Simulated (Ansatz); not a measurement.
CaClF (space group P4/nmm)

```xyz
6
Lattice="3.8667 0.0000 0.0000 0.0000 3.8667 0.0000 0.0000 0.0000 6.8743" Properties=species:S:1:pos:R:3 pbc="T T T"
Ca     0.0000     1.9333     5.5463
Ca     1.9333     0.0000     1.3280
Cl     1.9333     0.0000     4.4448
Cl     0.0000     1.9333     2.4295
F      1.9333     1.9333     0.0000
F      0.0000     0.0000     0.0000
```

This relaxed cell (volume V₀) is scaled evenly in all directions, its shape held. The atoms relax within the cell's symmetry.

Level of theory: r2SCAN (plane waves to 500 eV, PAW, scalar-relativistic; Ansatz, a quantum-chemistry and plane-wave program). k mesh 9×9×5 (Γ-centred), Fermi-Dirac smearing 0.05 eV. The energy includes the smearing's −TS. Stress and pressure are positive under compression. CaClF was relaxed with its symmetry unable to fall. ΔE is measured from the relaxed starting cell.

What ΔE (kJ/mol of atoms) and P (GPa) does the calculation give at V/V₀ = 0.940, 0.950, 0.960, 0.980, 1.050?


```json
[
 {"V/V₀": "0.940", "ΔE (kJ/mol of atoms)": "1.24", "P (GPa)": "4.26"},
 {"V/V₀": "0.950", "ΔE (kJ/mol of atoms)": "0.84", "P (GPa)": "3.43"},
 {"V/V₀": "0.960", "ΔE (kJ/mol of atoms)": "0.53", "P (GPa)": "2.66"},
 {"V/V₀": "0.980", "ΔE (kJ/mol of atoms)": "0.13", "P (GPa)": "1.25"},
 {"V/V₀": "1.050", "ΔE (kJ/mol of atoms)": "0.68", "P (GPa)": "-2.50"}
]
```

(Under strain, the slope of the energy per volume gives the stress and its curvature an elastic modulus.)
